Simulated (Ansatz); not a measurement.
The cell is COD entry 1523215, as deposited and not checked against the literature; nothing was relaxed.

Input and log of a run on HgPt: DFT, LDA, all-electron LAPW, scalar-relativistic (Ansatz 0.2.0).

Command: `ansatz run input.yaml --threads 1 --pin off --max-ram 3072MiB --backend cpu --events-out ev --progress --plain --runs-dir out` The run took 82 s on 1 thread of Intel(R) Xeon(R) Platinum 8488C (Sapphire Rapids) (shared host), peak memory 0.95 GiB.

```yaml
crystal:
  lattice:
    - [2.971, 0.0, 0.0]
    - [0.0, 2.971, 0.0]
    - [0.0, 0.0, 3.825]
  atoms:
    - { symbol: Hg, position: [0.0, 0.0, 0.0] }
    - { symbol: Pt, position: [0.5, 0.5, 0.5] }
kpoints:
  mp_grid: { grid: [12, 12, 10] }
  band_path:
    path:
      - [0.0, 0.0, 0.0]
      - [0.0, 0.5, 0.0]
      - [0.5, 0.5, 0.0]
      - [0.0, 0.0, 0.0]
      - [0.0, 0.0, 0.5]
      - [0.0, 0.5, 0.5]
      - [0.5, 0.5, 0.5]
      - [0.0, 0.0, 0.5]
      - [0.0, 0.5, 0.0]
    npoints: 14
scf:
  occupations: { method: fermi_dirac, width: 0.03 }
hamiltonian:
  xc: lda
  pseudopotentials: { kind: all_electron, lapw: { basis_error: 0.0005 } }
output:
  forces: true
  stress: true
  eigenvalues: true
  populations: true
  dos: { projected: true, de: 0.2, e_range: [-14, 8] }
```

What the program printed:

```
Hg: projections on atomic orbitals take those of the free atom 1s2 2s2 2p6 3s2 3p6 3d10 4s2 4p6 4d10 4f14 5s2 5p6 5d10 6s2, of charge +0.00 (hamiltonian.pseudopotentials.projection_atoms)
Pt: projections on atomic orbitals take those of the free atom 1s2 2s2 2p6 3s2 3p6 3d10 4s2 4p6 4d10 4f14 5s2 5p6 5d9 6s1, of charge +0.00 (hamiltonian.pseudopotentials.projection_atoms)
LAPW: plane waves up to 8.503 Å⁻¹, error target 5.0e-4 eV per atom; small_component_spin mean_spin; Pt in spheres of 1.418 Å, 42 of its electrons in bands, Dirac shells []; Hg in spheres of 1.423 Å, 44 of its electrons in bands, Dirac shells []
Engine: ansatz 0.2.0
Pseudopotentials: kind: all_electron
Pseudopotential: Hg, LAPW, valence charge 44, Koelling and Harmon's equation, gaussian nucleus
Pseudopotential: Pt, LAPW, valence charge 42, Koelling and Harmon's equation, gaussian nucleus
Functional definition: SPW92
  exchange = slater_x
  correlation = pw_c
Crystal: 2 atoms, lattice volume = 33.763 Å³
Basis set: ecut = 275.4598816759856 eV, 355 PW (Γ), exchange–correlation at level 2
Bands: 52, of which v1, the nominal top of the filled ones, is band 43 counted from 1 (42 counted from 0)
Symmetry: 16 space group operations
Space group: P4/mmm (ITA 123), of the structure as read, at distance tolerance 3.2e-5 Å
k-points: 168 of 1440
Non-local potential: Hg, projectors of the file, none
Non-local potential: Pt, projectors of the file, none
Initial density: superposition of atomic densities (chi_scale 0.1, normalization cell, long waves kept (reshape's long-wave potential 0.00 eV rms))
Initial wavefunctions: plane waves of lowest kinetic energy (no species holds an atomic orbital)
Functional: x = slater, c = lda
iter 1 solved again at ethr=3.48e-4 eV; its pass at ethr=1.00e-1 eV (dr2=2.99e-1 eV) is discarded
SCF iter   1: F=—  HF=-1034218.962875 eV  |F-HF|=—  |Δ(HF+E_count)|=         —  Δρ=2.49e-2  dr2=3.00e-1  ethr=3.48e-4  ⟨swp⟩=2.9  Hψ=52637  notcnv=0
preconditioner: auto → Resta (q_TF=auto, 3.188 Å⁻¹)  ε∞=4.5  [insulator: Δε(μ)=0.068 eV  Ē_g=16.101 eV  σ=0.030 eV  W_gap=0.51  n_scr=18 (ndim 8)  ℏωp=30.0 eV  f_vac=0.021  D(μ)=0.44/eV (n_scr^D=0)  ε∞_Penn≈4.5]
SCF iter   2: F=—  HF=-1034218.641451 eV  |F-HF|=—  |Δ(HF+E_count)|=   3.21e-1  Δρ=1.19e-2  dr2=1.06e-1  ethr=3.48e-4  ⟨swp⟩=2.4  Hψ=26784  notcnv=0
preconditioner: auto → LDOS  [metal: Δε(μ)=0.074 eV  Ē_g=16.478 eV  σ=0.030 eV  W_gap=0.43  n_scr=18 (ndim 8)  ℏωp=30.0 eV  f_vac=0.018  D(μ)=0.54/eV (n_scr^D=2)  β→1.0]
iter 3 solved again at ethr=4.20e-6 eV; its pass at ethr=1.24e-4 eV (dr2=3.61e-3 eV) is discarded
SCF iter   3: F=—  HF=-1034218.602995 eV  |F-HF|=—  |Δ(HF+E_count)|=   3.85e-2  Δρ=3.65e-3  dr2=3.61e-3  ethr=4.20e-6  ⟨swp⟩=2.0  Hψ=44097  notcnv=0
SCF iter   4: F=—  HF=-1034218.590840 eV  |F-HF|=—  |Δ(HF+E_count)|=         —  Δρ=8.58e-4  dr2=3.92e-4  ethr=4.20e-6  ⟨swp⟩=2.0  Hψ=25293  notcnv=0
the basis was enlarged: its passes take 215.5 KiB over the memory plan, 1 of 1 planned eigensolver slots
SCF iter   5: F=—  HF=-1034218.590374 eV  |F-HF|=—  |Δ(HF+E_count)|=   4.65e-4  Δρ=2.22e-4  dr2=1.09e-5  ethr=4.56e-7  ⟨swp⟩=2.0  Hψ=25209  notcnv=0
SCF iter   6: F=—  HF=-1034218.590359 eV  |F-HF|=—  |Δ(HF+E_count)|=   1.54e-5  Δρ=5.04e-5  dr2=7.57e-7  ethr=1.26e-8  ⟨swp⟩=2.0  Hψ=25211  notcnv=0
SCF iter   7: F=—  HF=-1034218.590355 eV  |F-HF|=—  |Δ(HF+E_count)|=   4.43e-6  Δρ=2.31e-5  dr2=1.58e-7  ethr=8.81e-10  ⟨swp⟩=2.1  Hψ=25234  notcnv=0
SCF iter   8: F=-1034218.590355 eV  HF=-1034218.590355 eV  |F-HF|=5.36e-9  |Δ(HF+E_count)|=   1.94e-8  Δρ=5.40e-6  dr2=4.43e-9  ethr=1.83e-10  ⟨swp⟩=2.0  Hψ=25211  notcnv=0
SCF 1 converged in 8 iterations: F = -1034218.590355 eV  dr2 = 4.43e-9
NSCF: frozen V_eff on 113 k-points
SCF converged after 8 iterations
Free energy (F): -1034218.590355 eV
Harris-Foulkes:  -1034218.590355 eV  (|F-HF|=5.36e-9)
Internal energy: -1034218.588574 eV  (E = F + TS)
E sigma→0 (E₀):  -1034218.589464 eV
Entropy (-TS):   -0.001781 eV (-0.891 meV/atom)
Fermi energy:    25.614298 eV
--- Per-component energies (eV) ---
  E_band       = -7744.829222
  E_kinetic    = 1178640.116991
  E_xc         = -19258.011781
  E_electrostatic = -2193600.693784  (all electrons and nuclei)
  E_smearing   = -0.001781  (= −TS)
  E_closure    = 0.000000  (closes the sum)
  E_atoms      = -1034209.970746  (free atoms, spherical and without spin; not in F)
  Σ components = -1034218.590355   (vs F -1034218.590355, Δ=0.00e0)
  Basis errors (estimates in eV, not in F): energy 1.2e-4 per atom: plane waves 1.0e-4 (5.3e-5 summed), levels above the bands 1.4e-255, relativity 6.6e-9, radial functions 2.0e-5, core shells 5.1e-8; eigenvalues (radial functions only) 1.1e-5; not estimated: angular momenta, meshes, grids; target (lapw.basis_error) 5.0e-4; muffin-tin radii Pt 1.418 Å, Hg 1.423 Å
--- Forces (eV/Å), atoms counted from 1 ---
  atom   1  Hg    -0.00000000    -0.00000000     0.00000000
  atom   2  Pt    -0.00000000     0.00000000     0.00000000
  max |Σ_I F_I| component: 1.85e-29 eV/Å
--- Stress (GPa, compression-positive) ---
       -1.863733       0.000000       0.000000
        0.000000      -1.863733       0.000000
        0.000000       0.000000      -1.234999
  P = ⅓ Tr σ = -1.6542 GPa (-16.542 kbar)
--- Band table (eV; the first three rows and the last of 168) ---
  k-point 0: bands = ["-319.5122", "-319.5065", "-319.4998", "-319.4998", "-319.4840", "-276.7573", "-276.7573", "-276.7510", "-276.7479", "-276.7108", "-89.6820", "-72.4034", "-67.7070", "-67.7070", "-67.7045", "-67.7007", "-67.6894", "-67.6894", "-67.6835", "-40.9790", "-40.9703", "-40.9703", "-40.9656", "-40.9525", "-40.9363", "-40.9363", "-37.9845", "-37.9845", "-37.9837", "-26.5772", "-26.4962", "-26.4962", "14.9329", "16.8553", "17.0371", "18.5708", "18.5708", "19.2331", "21.6967", "22.6283", "24.4641", "24.4641", "24.7310", "27.1599", "32.3368", "33.8739", "33.8739", "39.7025", "41.4887", "43.0448", "43.0448", "43.6390"]
  k-point 1: bands = ["-319.5122", "-319.5065", "-319.4998", "-319.4998", "-319.4840", "-276.7573", "-276.7573", "-276.7510", "-276.7479", "-276.7108", "-89.6820", "-72.4034", "-67.7070", "-67.7070", "-67.7045", "-67.7007", "-67.6894", "-67.6894", "-67.6835", "-40.9790", "-40.9703", "-40.9703", "-40.9656", "-40.9525", "-40.9363", "-40.9363", "-37.9845", "-37.9845", "-37.9838", "-26.5778", "-26.4962", "-26.4962", "15.0598", "16.8779", "17.0914", "18.5904", "18.5904", "19.2410", "21.6480", "22.5354", "24.3471", "24.3471", "24.7134", "26.3464", "33.3977", "34.1752", "34.1752", "39.8149", "41.3547", "43.0505", "43.0505", "43.6002"]
  k-point 2: bands = ["-319.5122", "-319.5065", "-319.4998", "-319.4998", "-319.4840", "-276.7573", "-276.7573", "-276.7510", "-276.7479", "-276.7108", "-89.6820", "-72.4034", "-67.7070", "-67.7070", "-67.7045", "-67.7007", "-67.6894", "-67.6894", "-67.6835", "-40.9790", "-40.9703", "-40.9703", "-40.9656", "-40.9525", "-40.9363", "-40.9363", "-37.9844", "-37.9844", "-37.9840", "-26.5796", "-26.4963", "-26.4963", "15.4252", "16.9391", "17.2513", "18.6437", "18.6437", "19.2619", "21.5194", "22.1914", "24.0558", "24.0558", "24.6672", "24.9233", "35.0189", "35.0189", "35.6375", "40.1226", "40.9906", "42.6436", "42.9433", "42.9433"]
  k-point 167: bands = ["-319.5122", "-319.5065", "-319.4998", "-319.4998", "-319.4840", "-276.7573", "-276.7573", "-276.7510", "-276.7479", "-276.7108", "-89.6789", "-72.3955", "-67.7071", "-67.7071", "-67.7046", "-67.7006", "-67.6895", "-67.6895", "-67.6834", "-40.9785", "-40.9709", "-40.9709", "-40.9653", "-40.9526", "-40.9363", "-40.9363", "-38.0353", "-38.0353", "-37.9756", "-26.6032", "-26.6032", "-26.5625", "17.1968", "17.7492", "17.7492", "19.1879", "20.0517", "20.6435", "21.1323", "21.1323", "23.9473", "25.5996", "27.2334", "30.5708", "31.6315", "31.6315", "31.6652", "31.6652", "33.1577", "34.8991", "48.3194", "48.3194"]
--- Löwdin populations: 2 sites ---
  site symbol       q [e]
     0     Hg     79.1670
     1     Pt     78.3676
  spilling = 0.002946 (of n_electrons = 158.000000)
```
